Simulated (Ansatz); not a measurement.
Input:

CsSnI3 (cubic perovskite)

```cif
data_CsI3Sn
_chemical_formula_sum 'Cs1 Sn1 I3'
_space_group_name_H-M_alt 'Pm-3m'
_space_group_IT_number 221
_space_group_name_Hall '-P 4 2 3'
_cell_length_a 6.13043
_cell_length_b 6.13043
_cell_length_c 6.13043
_cell_angle_alpha 90.000
_cell_angle_beta 90.000
_cell_angle_gamma 90.000
loop_
_atom_site_label
_atom_site_type_symbol
_atom_site_symmetry_multiplicity
_atom_site_Wyckoff_symbol
_atom_site_fract_x
_atom_site_fract_y
_atom_site_fract_z
_atom_site_occupancy
Cs1 Cs 1 a 0.00000 0.00000 0.00000 1
Sn1 Sn 1 b 0.50000 0.50000 0.50000 1
I1 I 3 c 0.00000 0.50000 0.50000 1
```

The volume is varied about the relaxed value V₀ at fixed cell shape. Symmetry pins the atoms to their sites.

Computed with PBEsol (plane waves to 420 eV, PAW, scalar-relativistic; Ansatz, a quantum-chemistry and plane-wave program). k mesh 8×8×8 (Γ-centred), Fermi-Dirac smearing 0.05 eV. The energy includes the smearing's −TS. Stress and pressure are positive under compression. CsSnI3 was relaxed with its symmetry unable to fall. Spin-orbit coupling is left out, though I is heavy. This is a high-temperature form of CsSnI3. ΔE is measured from the relaxed starting cell.

The scan covers V/V₀ from 0.940 to 1.060 in 11 points.

Q: What pressure does the cell carry at V/V₀ = 0.940?

A: 1.30 GPa.

Q: What is ΔE at V/V₀ = 1.060?

A: 8.3 meV/atom.

(Under strain, the slope of the energy per volume gives the stress and its curvature an elastic modulus.)
